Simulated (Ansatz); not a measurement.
Computed with Ansatz 0.2.0, DFT PBE, scalar-relativistic, plane waves, PAW. Settings: cutoff 420 eV, Γ-centred meshes spaced at most about 0.3 Å⁻¹, and about 0.25 Å⁻¹ or finer for metals (2π included), Gaussian smearing. No spin polarisation in the final relaxations.

Temperature and zero-point effects are left out.

Two relaxed structures of Al3Pd:

A.

```
Al Pd
1.0
    -1.40045    2.46579    5.12021
     1.40045   -2.46579    5.12021
     1.40045    2.46579   -5.12021
Al Pd
3 1
Direct
  0.00000 0.00000 0.00000
  0.71334 0.71334 0.00000
  0.28666 0.28666 0.00000
  0.50000 0.00000 0.50000
```

B.

```
Al Pd
1.0
     3.96159    0.00000    0.00000
     0.00000    3.96159    0.00000
     0.00000    0.00000    3.96159
Al Pd
3 1
Direct
  0.00000 0.50000 0.50000
  0.50000 0.00000 0.50000
  0.50000 0.50000 0.00000
  0.00000 0.00000 0.00000
```

Question: Which form is favoured at zero pressure, and by what margin per atom?

Answer: B is lower, by 174 meV/atom. A has space group Immm (No. 71), 17.7 Å³/atom and no gap on its mesh; B has the Cu3Au (L1_2) type, space group Pm-3m (No. 221), 15.5 Å³/atom and no gap. Counting all near atoms (those within 1.25 times the shortest distance at each site; a plus sign parts nearer from farther groups; a slash parts the counts of unlike sites), A has Al 2+4/9, Pd 8 and B has Al 12, Pd 12. The denser one is the lower, and pressure would at first widen the difference. In A, Al on a site of symmetry mmm has 2 Pd at 2.47 Å and 4 Al at 2.80–2.94 Å; Al on a site of symmetry mm2 is surrounded by 2 Pd at 2.60 Å and 7 Al at 2.80–2.94 Å; Pd has 6 Al at 2.47–2.60 Å and 2 Pd at 2.80 Å. In B, around Al lie 4 Pd at 2.80 Å and 8 Al at 2.80 Å; Pd has 12 Al at 2.80 Å. Origin: A was invented; B is a Materials Project cell, relaxed. A third cell relaxed alike, in R3m, lies 35 meV/atom below the lower of the two.

Cells relaxed within their symmetry can be saddle points.
